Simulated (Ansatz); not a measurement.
Structure relaxation, CdAu

The start is a generated trial cell of CdAu in the AFLOW prototype AB_hP8_194_ad_f (B_i, as in TiAs). A full variable-cell relaxation at zero pressure is run with PBEsol (plane waves to 420 eV, PAW, scalar-relativistic; Ansatz, a first-principles code). First-step values are on the input's coarse k-mesh.

Ansatz input (later rounds restart from its end on a renewed k-mesh):
Ansatz 0.2 input:
```yaml
crystal:
  lattice:
    - [3.7319928, 0, 0]
    - [-1.8659964, 3.2320006, 0]
    - [0, 0, 12.5903495]
  atoms:
    - { symbol: Cd, position: [0.33333333, 0.66666667, 0.125] }
    - { symbol: Cd, position: [0.66666667, 0.33333333, 0.625] }
    - { symbol: Cd, position: [0.66666667, 0.33333333, 0.875] }
    - { symbol: Cd, position: [0.33333333, 0.66666667, 0.375] }
    - { symbol: Au, position: [0, 0, 0] }
    - { symbol: Au, position: [0, 0, 0.5] }
    - { symbol: Au, position: [0.33333333, 0.66666667, 0.75] }
    - { symbol: Au, position: [0.66666667, 0.33333333, 0.25] }
basis: { ecutwfc: 420, ecutrho_ratio: 4, xc_grid: 2, fft_grid_basis: typed }
kpoints: { mp_grid: { grid: [10, 10, 3] } }
hamiltonian:
  xc: pbesol
  dispersion: none
  pseudopotentials: { kind: paw }
scf: { occupations: { method: fermi_dirac, width: 0.05 } }
relax: { f_tol: 0.01, max_steps: 100, cell: { stress_tol: 0.02 } }
output: { forces: true, stress: true }
```

Largest initial force: 0.16 eV/Å, on Cd1, Cd2, Cd3, Cd4 (atoms numbered as listed)
Outcome: The space group stays P6₃/mmc (No. 194) (the run could not lower it), with 8 atoms in the primitive cell
Energy released: 0.20 eV/atom
Volume change: -4.0 %, from 18.98 to 18.22 Å³/atom
Shortest distances (start → end): The closest pairs of elements (up to four, under 3.6 Å), start → end: Au–Cd 2.67 → 2.91 Å; Cd–Cd 3.15 → 3.00 Å; Au–Au 3.73 → 3.00 Å
Band gap at the end: zero (metallic)
Optimiser moves: 29

The end point of the relaxation:

```cif
data_Au4Cd4
_chemical_formula_sum 'Cd4 Au4'
_space_group_name_H-M_alt 'P63/mmc'
_space_group_IT_number 194
_space_group_name_Hall '-P 6c 2c'
_cell_length_a 3.00031
_cell_length_b 3.00031
_cell_length_c 18.69575
_cell_angle_alpha 90.000
_cell_angle_beta 90.000
_cell_angle_gamma 120.000
loop_
_atom_site_label
_atom_site_type_symbol
_atom_site_symmetry_multiplicity
_atom_site_Wyckoff_symbol
_atom_site_fract_x
_atom_site_fract_y
_atom_site_fract_z
_atom_site_occupancy
Cd1 Cd 4 f 0.33333 0.66667 0.12487 1
Au1 Au 2 a 0.00000 0.00000 0.00000 1
Au2 Au 2 d 0.66667 0.33333 0.25000 1
```

Final values are on a 18×18×3 k-mesh of the relaxed cell. No spin polarisation in the result.

The run could not lose the symmetry of its start; a randomly shaken copy of 8 atoms returns to this structure.

The relaxed structure here is a generated cell of CdAu: the first start was made by placing the elements on the sites of a structure type, and the end was not matched to a known phase here, so it may be hypothetical.
